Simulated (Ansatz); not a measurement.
**Cu, one cell by several methods**

```xyz
1
Lattice="0.0000 1.7887 1.7887 1.7887 0.0000 1.7887 1.7887 1.7887 0.0000" Properties=species:S:1:pos:R:3 pbc="T T T"
Cu    0.0000    0.0000    0.0000
```

Structure from Materials Project entry mp-30 (possibly hypothetical), not relaxed further.

Methods: DFT, PBE, PAW with Ansatz's default frozen-core files, scalar-relativistic (Ansatz 0.2.0); DFT, PBE, all-electron LAPW, scalar-relativistic (Ansatz 0.2.0).

For PAW: a Γ-centred 17×17×17 k mesh, Fermi–Dirac smearing of 0.05 eV, cutoff 420 eV, no spin polarisation. LAPW targets a basis error of 0.25 meV/atom. The Ansatz runs share mesh, smearing and spin set-up. Plane-wave (PAW) pressures include the program's estimate of the Pulay term.

Stress and pressure are positive in compression.

Levels count from the Fermi level.

```json
{"quantity": "pressure (GPa)", "PAW": "6.68", "LAPW": "6.65"}
{"quantity": "highest filled level at K (eV)", "PAW": "-1.767", "LAPW": "-1.766"}
{"quantity": "lowest empty level at K (eV)", "PAW": "4.300", "LAPW": "4.300"}
{"quantity": "highest filled level at U (eV)", "PAW": "-1.767", "LAPW": "-1.766"}
{"quantity": "lowest empty level at U (eV)", "PAW": "4.300", "LAPW": "4.300"}
{"quantity": "highest filled level at L (eV)", "PAW": "-1.227", "LAPW": "-1.226"}
{"quantity": "lowest empty level at L (eV)", "PAW": "3.829", "LAPW": "3.827"}
```

PAW's pressure differs from the LAPW value by +0.03 GPa.
